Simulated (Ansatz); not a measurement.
ZrSi2 (fluorite), relaxed with PBE (Ansatz, an electronic-structure program, plane waves, PAW): a = b = c = 6.289 Å, α = β = γ = 90.00°.

ΔH_f (eV/atom): 0.21
B₀ by P(V) fit (GPa): 81.0

Question: The same phase is relaxed and computed with r²SCAN in the same code. What are the cell and these values now?

Answer: a = b = c = 6.281 Å, α = β = γ = 90.00°.

ΔH_f (eV/atom): 0.25
B₀ by P(V) fit (GPa): 85.9

Constructed cells (a structure type filled with these elements, in neither database checked): ZrSi2, fluorite. Unstable at this level: ZrSi2, fluorite with r²SCAN. All cells were relaxed under the symmetry of their starts (and spin orders); stability against distortions was not tested throughout. Rows with no word on spin ran without spin polarisation. Scalar-relativistic: spin–orbit coupling is off unless named, which matters more the heavier the elements.

Potentials: the later of the program's two PAW sets.

Ansatz is a plane-wave DFT program.

Formation energies count from the lowest solids of the elements computed at the same level, not from gases.
